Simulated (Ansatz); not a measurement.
Relaxed MoSi₂ (MoSi2 type, space group I4/mmm):

```yaml
crystal:
  lattice:
    - [-1.60108, 1.60108, 3.90975]
    - [1.60108, -1.60108, 3.90975]
    - [1.60108, 1.60108, -3.90975]
  atoms:
    - { symbol: Mo, position: [0.00000, 0.00000, 0.00000] }
    - { symbol: Si, position: [0.33530, 0.33530, 0.00000] }
    - { symbol: Si, position: [0.66470, 0.66470, 0.00000] }
```

In each cell atom 2 (Si, nearest neighbour Si at 2.576 Å; its periodic images, 3.2 Å or more away, move with it) moves by s·(0.000, 0.000, 1.000) (towards the nearest neighbour), the rest being held.

The numbers are results of r2SCAN (plane waves to 500 eV, PAW, scalar-relativistic; Ansatz, a program for electronic structure), not measurements. k mesh 12×12×12 (Γ-centred), Fermi-Dirac smearing 0.05 eV. The energy includes the smearing's −TS. With partly filled bands, energies and forces of such displacements shift with the k mesh and the smearing. MoSi2 is run without spin polarisation. MoSi2 was relaxed with its symmetry unable to fall. The PAW data are Ansatz's earlier set. ΔE is measured from the undisplaced structure. The last digit holds for this mesh only.

```tsv
s (Å)	ΔE (meV/cell)
-0.260	455.1
-0.208	289.0
-0.156	161.7
-0.104	71.7
-0.052	18.0
0.000	0.0
0.052	17.7
0.104	72.9
0.156	167.9
0.208	withheld
0.260	487.0
```

Fit a polynomial form (powers 2, 3, 4) to the given rows and predict ΔE at s = 0.208.

Least squares on the 10 given rows: ΔE = (6660)·s² + (896.8)·s³ + (4569)·s⁴, in meV/cell with s in Å; root-mean-square residual 0.33 meV/cell. At 0.208 the fit gives 304.8 meV/cell; the calculation gives 305.1 meV/cell, so the interpolation is off by -0.3 (-0.1 %). The quadratic term alone would give 288.1 meV/cell.

(A displaced cell: forces are minus the slopes of the energy, force constants its curvatures, and phonons follow from these.)
